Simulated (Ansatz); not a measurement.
Relaxed-ion elastic tensor of Al2O3 in space group Pbcn (No. 60; Al on 8d, O on 8d, O on 4c) in GPa (Voigt order), r²SCAN in the plane-wave PAW code Ansatz; density 4.07 g/cm³, 8.31 Å³ per atom.

|  | 1 | 2 | 3 | 4 | 5 | 6 |
|---|---|---|---|---|---|---|
| 1 | 441 | 164 | 159 | 0.0 | 0.0 | 0.0 |
| 2 | 164 | 517 | 97.7 | 0.0 | 0.0 | 0.0 |
| 3 | 159 | 97.7 | 507 | 0.0 | 0.0 | 0.0 |
| 4 | 0.0 | 0.0 | 0.0 | 138 | 0.0 | 0.0 |
| 5 | 0.0 | 0.0 | 0.0 | 0.0 | 161 | 0.0 |
| 6 | 0.0 | 0.0 | 0.0 | 0.0 | 0.0 | 185 |

### Question
Is the crystal mechanically stable?

### Answer
Yes: the smallest eigenvalue of C is 138 GPa.

### Question
Work out the Voigt, Reuss and Hill averages.

### Answer
K_V = 256, K_R = 256, K_H = 256; G_V = 166, G_R = 162, G_H = 164 GPa.

### Question
Give Young's modulus, Poisson's ratio, Pugh's ratio and the universal anisotropy index.

### Answer
E = 9KG/(3K + G) = 406 GPa; ν = 0.24; K/G = 1.56 (brittle by the Pugh limit of 1.75); A_U = 5G_V/G_R + K_V/K_R − 6 = 0.12.

### Question
Estimate the sound speeds and the Debye temperature.

### Answer
v_l = √((K + 4G/3)/ρ) = 10800 m/s, v_t = √(G/ρ) = 6350 m/s, mean 7040 m/s; Θ = (h/k)(3n/4πV)^(1/3) v_m = 1040 K.

### Question
How much does each axis shrink under pressure?

### Answer
Linear compressibilities β_i = Σ_j S_ij (j = 1 to 3): x 1.3, y 1.3, z 1.3 per TPa.

The first step of the workflow began from a Materials Project structure, measured or hypothetical; the Crystallography Open Database copy checked does not list it. It is not the phase usual at ambient conditions (space group No. 167). Symmetry was held in the r²SCAN relaxation; whether a distortion lowers the energy is not shown.

Potentials: the later of the program's two PAW sets.
